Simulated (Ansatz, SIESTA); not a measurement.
This is a calculation of Bi2Te3 (Tellurobismuthite) for Ansatz 0.2.0. 

Contents of input.yaml:

```yaml
crystal:
  lattice:
    - [2.193, 1.2661291403, 10.1656666667]
    - [-2.193, 1.2661291403, 10.1656666667]
    - [0.0, -2.5322582807, 10.1656666667]
  atoms:
    - { symbol: Bi, position: [0.6, 0.6, 0.6] }
    - { symbol: Bi, position: [0.4, 0.4, 0.4] }
    - { symbol: Te, position: [0.7905, 0.7905, 0.7905] }
    - { symbol: Te, position: [0.2095, 0.2095, 0.2095] }
    - { symbol: Te, position: [0.0, 0.0, 0.0] }
kpoints:
  mp_grid: { grid: [7, 7, 7] }
scf:
  occupations: { method: fermi_dirac, width: 0.05 }
hamiltonian:
  xc: pbesol
  pseudopotentials: { kind: all_electron, lapw: { basis_error: 0.001 } }
output:
  forces: true
  stress: true
  eigenvalues: true
  populations: true
```

Potentials or basis: all-electron LAPW, scalar-relativistic.

The run is started by

```sh
$ ansatz run input.yaml --threads 4 --pin off --max-ram 12288MiB --backend cpu --events-out ev --progress --plain --runs-dir out
```

Translate it to SIESTA 5.4.2. Potentials or basis there: files PseudoDojo sr-pbesol-0.4.1-standard, DZP (energy shift 0.003 Ry; two zetas on semicore shells).

As run (cutoffs and basis follow the program's own potentials, and thresholds, step limits or extra output files can differ):

Contents of Bi2Te3.fdf:

```
SystemName                      Tellurobismuthite
SystemLabel                     Bi2Te3
NumberOfSpecies                 2
NumberOfAtoms                   5
%block ChemicalSpeciesLabel
  1  83 Bi
  2  52 Te
%endblock ChemicalSpeciesLabel

LatticeConstant                 1.0 Ang
%block LatticeVectors
     2.1930000000     1.2661291403    10.1656666667
    -2.1930000000     1.2661291403    10.1656666667
     0.0000000000    -2.5322582807    10.1656666667
%endblock LatticeVectors
AtomicCoordinatesFormat         Fractional
%block AtomicCoordinatesAndAtomicSpecies
     0.6000000000     0.6000000000     0.6000000000  1  Bi
     0.4000000000     0.4000000000     0.4000000000  1  Bi
     0.7905000000     0.7905000000     0.7905000000  2  Te
     0.2095000000     0.2095000000     0.2095000000  2  Te
     0.0000000000     0.0000000000     0.0000000000  2  Te
%endblock AtomicCoordinatesAndAtomicSpecies

%block kgrid.MonkhorstPack
    7   0   0  0.0
    0   7   0  0.0
    0   0   7  0.0
%endblock kgrid.MonkhorstPack
XC.Functional                   GGA
XC.Authors                      PBEsol
PAO.BasisSize                   DZP
PAO.EnergyShift                 0.003 Ry
Mesh.Cutoff                     500 Ry
OccupationFunction              FD
ElectronicTemperature           0.05 eV
MaxSCFIterations                120
SCF.MustConverge                false
SCF.Mixer.Method                Pulay
SCF.Mixer.Weight                0.25
SCF.Mixer.History               8
SCF.DM.Tolerance                5.0e-05
SCF.H.Tolerance                 1.0e-03 eV
WriteForces                     true
Charge.Mulliken                 end
%block PAO.Basis
  Bi 4
  n=6 0 2
    5.772 0.000
  n=6 1 2
    8.065 0.000
  n=5 2 2
    3.889 0.000
  n=6 2 1
    8.065
  Te 4
  n=5 0 2
    5.613 0.000
  n=5 1 2
    7.253 0.000
  n=4 2 2
    3.260 0.000
  n=5 2 1
    7.253
%endblock PAO.Basis
```

Potentials or basis: PseudoDojo 0.4 standard (PBEsol files), converted to PSML, two zetas on semicore shells, DZP (energy shift 0.003 Ry; two zetas on semicore shells).

Command:

```bash
$ siesta Bi2Te3.fdf > Bi2Te3.out 2>&1
```

Both were run:

|  | Ansatz | SIESTA |
| --- | --- | --- |
| Pressure | -0.6 GPa | 0.2 GPa |

Where Ansatz's input types no cutoff or centring, it takes its own default and a Γ-centred mesh.

Pressure is positive in compression.
